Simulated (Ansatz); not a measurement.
Au (fcc (Cu type)), relaxed with r²SCAN (Ansatz, a quantum-chemistry and plane-wave program, plane waves, PAW): a = 4.1239 Å, b = 4.1239 Å, c = 4.1239 Å, α = 90.00°, β = 90.00°, γ = 90.00°.

The same phase is relaxed and computed with r²SCAN+D4 in the same code. What is the cell now?

a = b = c = 4.108 Å, α = β = γ = 90.00°.

All cells were relaxed under the symmetry of their starts (and spin orders); stability against distortions was not tested throughout. Scalar-relativistic: spin–orbit coupling is off unless named, which matters more the heavier the elements.

Potentials: the earlier of the program's two PAW sets.

Ansatz is a plane-wave DFT program.
